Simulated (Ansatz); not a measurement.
BaHfO₃:
```xyz
5
Lattice="4.1771 0.0000 0.0000 0.0000 4.1771 0.0000 0.0000 0.0000 4.1771" Properties=species:S:1:pos:R:3 pbc="T T T"
Ba     2.0886     2.0886     2.0886
Hf     0.0000     0.0000     0.0000
O      0.0000     2.0886     0.0000
O      2.0886     0.0000     0.0000
O      0.0000     0.0000     2.0886
```

Relaxed with r²SCAN. Special points in fractions of this cell's reciprocal vectors: Γ (0.000, 0.000, 0.000); X (0.000, 0.500, 0.000); M (0.500, 0.500, 0.000); R (0.500, 0.500, 0.500).

**Question.** List the band energies nearest the valence-band maximum at these points for the program Ansatz at the r²SCAN level (PAW).

**Answer.** In eV from the valence-band maximum; about four levels below and three above (degenerate sets whole), none deeper than 8.9 eV; points with the same levels are listed once.

```
k                                below           above
-  -----------------------------------  --------------
Γ  -0.98 -0.98 -0.98 -0.12 -0.12 -0.12  4.19 4.19 4.19
X        -1.70 -1.70 -1.60 -0.45 -0.45  4.66 6.92 6.92
M              -0.98 -0.88 -0.88 -0.05  6.84 6.84 7.31
R     -2.48 -2.48 -2.48 0.00 0.00 0.00  6.76 6.76 6.76
```

Space group Pm-3m (cubic perovskite). The r²SCAN relaxation kept the symmetry of its start; phonons on a q-mesh show no instability. The run is not spin-polarised. Scalar-relativistic: spin–orbit coupling is off unless named, which matters more the heavier the elements.

Potentials: the later of the program's two PAW sets.
